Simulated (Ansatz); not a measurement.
TlBr:
```
TlBr
1.0
    2.39576     1.38319     3.91409
   -2.39576     1.38319     3.91409
    0.00000    -2.76639     3.91409
Tl Br
1 1
Cartesian
  0.00000   0.00000   0.00000
  0.00000   0.00000   5.87113
```

Relaxed with PBE+D3(BJ).

**Question.** Give the optical modes at the zone centre with their infrared and Raman activity from DFPT, plane-wave PAW PBE+D3(BJ) (Ansatz code).

**Answer.** Transverse frequencies, without the LO–TO term; a row sums one degenerate level.

```tsv
ω (cm⁻¹)	degeneracy	IR ((D/Å)²/amu)	Raman (Å⁴/amu)	activity
45	1	1.39	0	IR
45	2	2.77	0	IR
```

**Question.** How high does the top mode go among those that the LO–TO term moves?

**Answer.** 101 cm⁻¹ for q along x.

Space group Fm-3m (rock salt). The cell is a constructed one: a structure type filled with these elements; the Crystallography Open Database copy checked does not list it. COD files the formula under space group No. 221, so this cell is another polymorph or a model. Its standing as an ambient phase is unchecked. The PBE+D3(BJ) relaxation kept the symmetry of its start; phonons on a q-mesh show no instability. Scalar-relativistic: spin–orbit coupling is off unless named, which matters more the heavier the elements.

Potentials: the later of the program's two PAW sets.
